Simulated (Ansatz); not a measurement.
**Structure relaxation, Pt**

The start is a generated cell, Pt placed in the beta-W structure type. The cell and all atomic positions are relaxed at zero pressure with PBEsol (plane waves to 420 eV, PAW, scalar-relativistic; Ansatz, a quantum-chemistry and plane-wave program). The first steps use a coarse 7×7×7 k-mesh.

The start:
```
Pt
1.0
    4.97160     0.00000     0.00000
    0.00000     4.97160     0.00000
    0.00000     0.00000     4.97160
Pt
8
Direct
  0.25000   0.00000   0.50000
  0.75000   0.00000   0.50000
  0.00000   0.50000   0.25000
  0.00000   0.50000   0.75000
  0.50000   0.25000   0.00000
  0.50000   0.75000   0.00000
  0.00000   0.00000   0.00000
  0.50000   0.50000   0.50000
```

How large is the pressure on the unrelaxed cell, and of which sign?

+3.9 GPa (positive: the cell is compressed).

How do the shortest distances between atoms change?

The closest pairs of elements (up to four, under 3.6 Å), start → end: Pt–Pt 2.49 → 2.50 Å.

Write out the relaxed structure.


Space group Pm-3n (No. 223); a = b = c = 4.995 Å, α = β = γ = 90.00°

```tsv
atom	site	symmetry	x	y	z
Pt	6c	-4m.2	0.0000	0.5000	0.2500
Pt	2a	m-3.	0.0000	0.0000	0.0000
```

The space group stays Pm-3n (No. 223) (the run could not lower it), with 8 atoms in the primitive cell. Final values are on a 9×9×9 k-mesh of the relaxed cell. No spin polarisation in the result.

The run could not lower the symmetry of its start; a shaken copy of this end point relaxes with PBEsol to Fm-3m (No. 225), 0.29 eV/atom lower.

The relaxed structure here is a generated cell of Pt: the first start was made by placing the elements on the sites of a structure type, and the end was not matched to a known phase here, so it may be hypothetical. Known forms of Pt include space group No. 225.
